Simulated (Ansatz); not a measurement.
Given:

PbS:
```cif
data_PbS
_chemical_formula_sum 'S1 Pb1'
_space_group_name_H-M_alt 'P 1'
_space_group_IT_number 1
_cell_length_a 4.62671
_cell_length_b 4.62671
_cell_length_c 4.62671
_cell_angle_alpha 60.000
_cell_angle_beta 60.000
_cell_angle_gamma 60.000
loop_
_space_group_symop_operation_xyz
  'x, y, z'
loop_
_atom_site_label
_atom_site_type_symbol
_atom_site_fract_x
_atom_site_fract_y
_atom_site_fract_z
_atom_site_occupancy
S1 S 0.25000 0.25000 0.25000 1
Pb1 Pb 0.00000 0.00000 0.00000 1
```

This is the PBEsol-relaxed structure.

Question: All from PBEsol in the plane-wave PAW code Ansatz, unless another level is named. Estimate the electronic dielectric constant ε∞ (DFPT).

Answer: 7.42.

Question: Give the static dielectric constant ε0 (ions relaxed, cell fixed).

Answer: 11.8.

Question: What about the Born charges (a third of the trace)?

Answer: S -2.34, Pb +2.34 e.

Question: Next, the largest static χ(2) component?

Answer: 86 pm/V.

Space group F-43m (zinc blende). The start of the workflow was typed in or built on a structure type; neither database checked (COD, Materials Project) lists it. It is not the phase usual at ambient conditions (space group No. 225). Symmetry was held in the PBEsol relaxation. At this level the phase is mechanically unstable. Scalar-relativistic: spin–orbit coupling is off unless named, which matters more the heavier the elements.

Potentials: the earlier of the program's two PAW sets. The files were generated under PBE; for other functionals the program regenerates the frozen cores, and for LDA and PBEsol the local potential too.
